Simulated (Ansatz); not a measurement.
All numbers below come from DFT PBE, scalar-relativistic, plane waves, PAW, and for the lanthanide a 4f-in-core norm-conserving potential, in Ansatz 0.2.0. Settings: cutoff 770 eV, Γ-centred meshes spaced at most about 0.3 Å⁻¹, and about 0.25 Å⁻¹ or finer for metals (2π included), Gaussian smearing. No spin polarisation in the final relaxations.

Temperature and zero-point effects are left out.

Two relaxed structures of ErH:

1.

```xyz
2
Lattice="0.0000 2.4272 2.4272 2.4272 0.0000 2.4272 2.4272 2.4272 0.0000" Properties=species:S:1:pos:R:3 pbc="T T T"
Er    0.0000    0.0000    0.0000
H     2.4272    2.4272    2.4272
```

2.

```xyz
2
Lattice="0.0000 2.5549 2.5549 2.5549 0.0000 2.5549 2.5549 2.5549 0.0000" Properties=species:S:1:pos:R:3 pbc="T T T"
Er    0.0000    0.0000    0.0000
H     1.2775    1.2775    1.2775
```

Question: Which is lower in energy, and by how much?

Answer: Cell 2 is lower, by 77 meV/atom. Cell 1 has the rock salt type, space group Fm-3m (No. 225), 14.3 Å³/atom and no gap on its mesh; cell 2 has the zinc blende type, space group F-43m (No. 216), 16.7 Å³/atom and no gap. Counting H atoms around Er (those within 1.25 times the shortest such distance or 1.15 times the sum of covalent radii, 1.27 where that leaves under three), cell 1 has Er 6 and cell 2 has Er 4. The lower one is the more open, so pressure narrows the difference. Both come from invented guesses.

With hydrogen, zero-point motion can shift such differences by 10 meV/atom or more. With atoms moved at random, F-43m came back. Other cells relaxed within their symmetry can be saddle points.

The lanthanide is trivalent by construction, without f bands, f moments or other valences.
